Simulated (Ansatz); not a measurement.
Task: TaN (rock salt, Fm-3m) is relaxed with the program Ansatz at the PBEsol level (PAW). What lattice parameters of the conventional cell result?

Result: a = 4.375 Å.

Task: Is it a metal or does it have a gap at this level?

Result: No gap at this level.

Symmetry was held in the PBEsol relaxation; of distortions, only those at the zone centre were tested. The run is not spin-polarised. Scalar-relativistic: spin–orbit coupling is off unless named, which matters more the heavier the elements.

Potentials: the earlier of the program's two PAW sets.
